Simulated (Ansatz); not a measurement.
## Profile along the Au–Au line in Au (fcc, Cu type)

Au (fcc, Cu type)

```cif
data_Au
_chemical_formula_sum 'Au1'
_space_group_name_H-M_alt 'P 1'
_space_group_IT_number 1
_cell_length_a 2.88736
_cell_length_b 2.88736
_cell_length_c 2.88736
_cell_angle_alpha 60.000
_cell_angle_beta 60.000
_cell_angle_gamma 60.000
loop_
_space_group_symop_operation_xyz
  'x, y, z'
loop_
_atom_site_label
_atom_site_type_symbol
_atom_site_fract_x
_atom_site_fract_y
_atom_site_fract_z
_atom_site_occupancy
Au1 Au 0.00000 0.00000 0.00000 1
```

Fields along a shortest Au–Au line of a {110} plane (2.89 Å), from Au to Au, interpolated on the slice's grid (step about 0.2 Å). All values below come from PBEsol (plane waves to 420 eV, PAW, scalar-relativistic; Ansatz, a quantum-chemistry and plane-wave program). k mesh 20×20×20. Near the nuclei the fields are pseudised (PAW); where an atom keeps semicore shells as valence, they peak there. Au was relaxed with its symmetry unable to fall. Spin-orbit coupling is left out, though Au is heavy. The PAW data are Ansatz's earlier set.

| distance from Au (Å) | valence electron density (e/Å³) | electron localisation function |
|---|---|---|
| 0.00 | 15.86 | x |
| 0.14 | 14.66 | x |
| 0.29 | 11.91 | x |
| 0.43 | 8.82 | x |
| 0.58 | 5.95 | 0.52 |
| 0.72 | 3.39 | 0.48 |
| 0.87 | 1.63 | 0.42 |
| 1.01 | 0.76 | 0.34 |
| 1.16 | 0.44 | 0.26 |
| 1.30 | 0.33 | 0.22 |
| 1.45 | 0.29 | 0.21 |
| 1.59 | 0.33 | 0.22 |
| 1.73 | 0.44 | 0.26 |
| 1.88 | 0.76 | 0.34 |
| 2.02 | 1.63 | 0.42 |
| 2.17 | 3.39 | 0.48 |
| 2.31 | 5.95 | 0.52 |
| 2.46 | 8.82 | x |
| 2.60 | 11.91 | x |
| 2.75 | 14.66 | x |
| 2.89 | 15.86 | x |

x: too close to a nucleus for the ELF to mean much.

Density on the Au–Au line (2.89 Å) at its midpoint: 0.29 e/Å³. ELF at that point: 0.21.
